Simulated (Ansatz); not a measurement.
MoPd (L1₀ or tetragonal B2, P4/mmm) under volume change, PBEsol (plane waves, PAW; program Ansatz), shape and atoms relaxed at each volume.

| V (Å³/atom) | E − E(relaxed) (meV/atom) | P (GPa) |
|---|---|---|
| 13.380 | 115.0 | 30.46 |
| 13.821 | 48.0 | 18.51 |
| 14.262 | 11.3 | 8.46 |
| 14.704 | 0.0 | 0.00 |
| 15.145 | 10.1 | -7.11 |
| 15.586 | 38.1 | -13.08 |
| 16.027 | 81.2 | -18.08 |

Task: What does a third-order Birch–Murnaghan fit give for V₀, B₀ and B′?

Result: V₀ = 14.70 Å³/atom, B₀ = 258 GPa, B′ = 4.8.

The start of the workflow was typed in or built on a structure type; neither database checked (COD, Materials Project) lists it. Whether it is the stable phase at ambient conditions was not checked. The cell was relaxed with PBEsol under the symmetry of its start; of distortions, only those at the zone centre were tested. The run is not spin-polarised.

Potentials: the earlier of the program's two PAW sets.
